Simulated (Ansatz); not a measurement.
NaNbCu2S4 in space group Ama2 (No. 40; Pearson symbol oS32), the program Ansatz at the LDA level (PAW), all energies at zero smearing, with the estimated change up to a 700 eV cutoff added, with one set of potentials and settings (totals compare only within such a set). Cell of 16 atoms (2 Na, 2 Nb, 4 Cu, 8 S): -45009.492 eV.

```csv
element,reference phase,E (eV/atom)
Na,"Fm-3m, 1 atoms in the cell",-1466.6103
Nb,"Im-3m, 1 atoms in the cell",-4442.5966
Cu,"Fm-3m, 1 atoms in the cell",-6555.7242
S,"Fddd, 32 atoms in the cell",-869.4931
```

Formation energy per atom, worked out: (-45009.492 − 2×(-1466.6103) − 2×(-4442.5966) − 4×(-6555.7242) − 8×(-869.4931))/16 = -0.765 eV/atom (-74 kJ per mol of atoms), at 0 K, without zero-point energy or fitted corrections.

The workflow started from a Materials Project entry (that database holds measured and hypothetical structures alike); the Crystallography Open Database files this formula in space group No. 40, but the cells were not matched. Whether it is the stable phase at ambient conditions was not checked. Symmetry was held in the LDA relaxation; whether a distortion lowers the energy is not shown. The run is not spin-polarised. The references are the lowest solids computed at this level, not always the standard phases.

Potentials: the later of the program's two PAW sets.
